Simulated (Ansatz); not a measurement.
**LaS₂: levels and charges under dearer methods**

A database entry relaxed whole under r2SCAN at zero pressure (Pnma, No. 62):

```
La S
1.0
     8.18404    0.00000    0.00000
     0.00000   16.42314    0.00000
     0.00000    0.00000    4.16446
La S
8 16
Direct
  0.12978 0.11160 0.21669
  0.37022 0.88840 0.71669
  0.62978 0.38840 0.28331
  0.87022 0.61160 0.78331
  0.87022 0.88840 0.78331
  0.62978 0.11160 0.28331
  0.37022 0.61160 0.71669
  0.12978 0.38840 0.21669
  0.37453 0.06723 0.73828
  0.12547 0.93277 0.23828
  0.87453 0.43277 0.76172
  0.62547 0.56723 0.26172
  0.62547 0.93277 0.26172
  0.87453 0.06723 0.76172
  0.12547 0.56723 0.23828
  0.37453 0.43277 0.73828
  0.09932 0.25000 0.65946
  0.40068 0.75000 0.15946
  0.59932 0.25000 0.84054
  0.90068 0.75000 0.34054
  0.39356 0.25000 0.14315
  0.10644 0.75000 0.64315
  0.89356 0.25000 0.35685
  0.60644 0.75000 0.85685
```

Its volume is 23.32 Å³ an atom, +1.7 % against the entry's 22.93, a cell as deposited in COD (1978).

Single points on this cell with plane-wave PAW DFT (Ansatz 0.2.0; r2SCAN 500 eV, hybrids 420 eV; fermi-dirac occupations of width 0.020 eV; no moments): r2SCAN on a 4×2×8 Γ-centred mesh; HSE06 on a 2×2×4 Γ-centred mesh; PBE0 on a 2×2×4 Γ-centred mesh.

How do gap, pressure and charges move from level to level?

The runs give:

```
 level  gap (eV), or kind  pressure (GPa)  Bader charge of La (e)  Bader charge of S (e)
r2SCAN               0.92             0.0                   +1.92                  -0.96
 HSE06               1.32            -1.0                   +1.95                  -0.98
  PBE0               2.00            -1.0                   +1.96                  -0.98
```

Under r2SCAN the gap is 0.92 eV, over mesh and band path. HSE06 moves it by +0.41 eV and PBE0 by +1.09 eV; PBE0 keeps its exact exchange at long range, which widens the gap over HSE06's by 0.68 eV on their common mesh. The charge on La goes from +1.92 to +1.95 e under HSE06.

Caveats: the relaxation kept the start's symmetry; HSE06 is read on its mesh and at the zone's corners, PBE0 on its mesh alone; hybrid pressures are good to a few tenths of a GPa; pressure is positive in compression.
